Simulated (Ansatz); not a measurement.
KCd4As3 in space group R-3m (No. 166; Pearson symbol hR8), plane-wave PAW PBEsol (Ansatz code), all energies at zero smearing, with the estimated change up to a 700 eV cutoff added, with one set of potentials and settings (totals compare only within such a set). Cell of 8 atoms (4 Cd, 3 As, 1 K): -48693.084 eV.

| element | reference phase | E (eV/atom) |
|---|---|---|
| Cd | P6_3/mmc, 2 atoms in the cell | -8184.0667 |
| As | R-3m, 2 atoms in the cell | -4813.0241 |
| K | Im-3m, 1 atoms in the cell | -1516.0300 |

Formation energy per atom, worked out: (-48693.084 − 4×(-8184.0667) − 3×(-4813.0241) − 1×(-1516.0300))/8 = -0.214 eV/atom (-21 kJ per mol of atoms), at 0 K, without zero-point energy or fitted corrections.

The workflow started from an entry of the Crystallography Open Database (COD, 200 K). Whether it is the stable phase at ambient conditions was not checked. The PBEsol relaxation kept the symmetry of its start; its stability against distortions is not shown here. The references are the lowest solids computed at this level, not always the standard phases.

Potentials: the later of the program's two PAW sets.
